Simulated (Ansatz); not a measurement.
Ti2SiB2:
```xyz
5
Lattice="2.9876 0.0000 0.0000 -1.4938 2.5873 0.0000 0.0000 0.0000 7.1801" Properties=species:S:1:pos:R:3 pbc="T T T"
Ti     0.0000     1.7249     5.1539
Ti     0.0000     1.7249     2.0263
Si     0.0000     0.0000     0.0000
B      0.0000     0.0000     3.5901
B      1.4938     0.8624     3.5901
```

This is the PBEsol-relaxed structure.

Task: All from DFT-PBEsol in the program Ansatz with PAW potentials, unless another level is named. Estimate the highest zone-centre frequency.

Result: 961 cm⁻¹.

Task: Predict the bulk modulus (Birch–Murnaghan fit).

Result: 1920 kbar.

Space group P-6m2. The start of the workflow was typed in or built on a structure type; neither database checked (COD, Materials Project) lists it. Whether it is the stable phase at ambient conditions was not checked. The cell was relaxed with PBEsol under the symmetry of its start; its stability against distortions is not shown here. No spin polarisation was allowed. As this level gives no gap, phonon frequencies hold no LO–TO term and depend on the k-mesh and smearing (Fermi–Dirac, 0.1 eV here).

Potentials: the earlier of the program's two PAW sets. The files were generated under PBE; for other functionals the program regenerates the frozen cores, and for LDA and PBEsol the local potential too.
